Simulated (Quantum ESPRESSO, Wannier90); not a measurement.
Ta₂C (P-3m1): Wannier90 run

```xyz
3
Lattice="3.1149 0.0000 0.0000 -1.5574 2.6976 0.0000 0.0000 0.0000 4.9393" Properties=species:S:1:pos:R:3 pbc="T T T"
Ta     1.5574    -0.8992     1.2541
Ta    -1.5574     0.8992    -1.2541
C      0.0000     0.0000     0.0000
```

Materials Project entry mp-7088; symmetrised, unrelaxed at this level. COD (Crystallography Open Database) has an entry of this formula and space group (matched by these alone). Method: LDA plane waves in Quantum ESPRESSO 7.5 (PseudoDojo norm-conserving files, 66 Ry, no spin polarisation, no spin-orbit coupling), Bloch states on a 6×6×4 mesh through Γ, Wannier90 4.0.1. Density: 12×12×6 mesh, cold smearing 0.01 Ry. Spin-orbit coupling is left out although heavy elements are present.

Band 9 is isolated and gives one Wannier function a cell (C3 2s 54 %, Ta1 5d 12 %, Ta2 5d 12 %; spread 1.58 Å²). Its on-site energy is ε = -11.435 eV relative to the Fermi level, and its hoppings t(R) = t(−R) to the nearer images are (images within this range that aren't listed have |t| under 5 meV):

| R (lattice vectors; −R alike) | distance (Å) | t (eV) |
|---|---|---|
| 0 1 0 | 3.11 | -0.185 |
| 1 0 0 | 3.11 | -0.185 |
| 1 1 0 | 3.11 | -0.185 |
| 0 0 1 | 4.94 | -0.015 |
| 0 1 -1 | 5.84 | -0.014 |
| 0 1 1 | 5.84 | -0.014 |
| 1 0 -1 | 5.84 | -0.014 |
| 1 0 1 | 5.84 | -0.014 |
| 1 1 -1 | 5.84 | -0.014 |
| 1 1 1 | 5.84 | -0.014 |

Q: Work out the band energy at Γ, M, K, A from these numbers.

A: For one orbital E(k) = ε + Σ_R 2 t(R) cos(2π k·R), the sum over the listed R.
- Γ, k = (0.000, 0.000, 0.000): E = -11.435 + (-0.185)·(6.00) + (-0.015)·(2.00) + (-0.014)·(12.00) = -12.74 eV; pw.x: -12.83 eV
- M, k = (0.500, 0.000, 0.000): E = -11.435 + (-0.185)·(-2.00) + (-0.015)·(2.00) + (-0.014)·(-4.00) = -11.04 eV; pw.x: -11.04 eV
- K, k = (0.333, 0.333, 0.000): E = -11.435 + (-0.185)·(-3.00) + (-0.015)·(2.00) + (-0.014)·(-6.00) = -10.83 eV; pw.x: -10.91 eV
- A, k = (0.000, 0.000, 0.500): E = -11.435 + (-0.185)·(6.00) + (-0.015)·(-2.00) + (-0.014)·(-12.00) = -12.35 eV; pw.x: -12.32 eV

At these points the listed shells miss the plane-wave band by up to 0.09 eV, of a width of 2.00 eV on the path. With all its hoppings the model misses the band by 1.6 meV at worst on the whole path, so most of the miss comes from the hoppings not listed.
